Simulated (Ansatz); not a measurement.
Input:

P (black-P type, space group Cmce)

```
P
1.0
    1.65109    -5.34545     0.00000
    1.65109     5.34545     0.00000
    0.00000     0.00000     4.46660
P
4
Direct
  0.40091   0.59909   0.58506
  0.59909   0.40091   0.41494
  0.90091   0.09909   0.91494
  0.09909   0.90091   0.08506
```

This relaxed cell (volume V₀) is scaled evenly in all directions, its shape held. The atoms relax within the cell's symmetry.

The numbers are results of r2SCAN+rVV10 (plane waves to 500 eV, PAW, scalar-relativistic; Ansatz, a quantum-chemistry and plane-wave program), not measurements. k mesh 10×10×8 (Γ-centred), Fermi-Dirac smearing 0.05 eV. Energies are smeared free energies. Compression counts positive. With the shape held, the modulus is that of even scaling; a crystal free to change shape is softer. P was relaxed with its symmetry unable to fall. The PAW data are Ansatz's earlier set. The zero of ΔE is the relaxed starting cell.

The scan covers V/V₀ from 0.940 to 1.060 in 9 points.

Task: What is ΔE at V/V₀ = 1.060?

Result: 9 meV/atom.

Task: What pressure does the cell carry at V/V₀ = 0.940?

Result: 3.1 GPa.

Task: What is ΔE at V/V₀ = 0.940?

Result: 11 meV/atom.

(A scan under strain: stresses follow from slopes of the energy per volume, elastic moduli from its curvatures.)
